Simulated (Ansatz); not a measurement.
Structure types of I were relaxed at one common pressure (all-electron LAPW in Ansatz 0.2.0 under LDA, scalar-relativistic, no spin polarisation, zero temperature). They take these volumes:

```
    type  space group  V (Å³/atom)
     fcc        Fm-3m        12.68
     bcc        Im-3m        12.74
     hcp     P6_3/mmc        12.69
      sc        Pm-3m        13.65
   omega       P6/mmm        12.83
beta tin     I4_1/amd        13.34
```

**Question.** At about which pressure, and is the densest type also the lowest in enthalpy?

**Answer.** 290 GPa. The densest types tie within 0.02 Å³/atom, and fcc is the lowest in enthalpy.
